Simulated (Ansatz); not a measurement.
MgS:
```yaml
crystal:
  lattice:
    - [0.00000, 2.61486, 2.61486]
    - [2.61486, 0.00000, 2.61486]
    - [2.61486, 2.61486, 0.00000]
  atoms:
    - { symbol: Mg, position: [0.00000, 0.00000, 0.00000] }
    - { symbol: S, position: [0.50000, 0.50000, 0.50000] }
```

Tensor components refer to the Cartesian frame of this cell.

Give the high-frequency dielectric tensor and the Born effective charge tensors of the independent atoms from DFPT, the program Ansatz at the PBE level (PAW).


ε∞:
```
5.41  0.00  0.00
0.00  5.41  0.00
0.00  0.00  5.41
```
Z* of atom 1 (Mg), rows: field, columns: displacement, in e:
```
2.35  0.00  0.00
0.00  2.35  0.00
0.00  0.00  2.35
```
Z* of atom 2 (S), rows: field, columns: displacement, in e:
```
-2.35   0.00   0.00
 0.00  -2.35   0.00
 0.00   0.00  -2.35
```

Static charges for comparison (Bader): Mg1 +1.67, S2 -1.67 e. Born charges measure polarisation by displacement and can exceed these by far.

Space group Fm-3m (rock salt). Symmetry was held in the PBE relaxation; phonons on a q-mesh show no instability.

Potentials: the later of the program's two PAW sets.
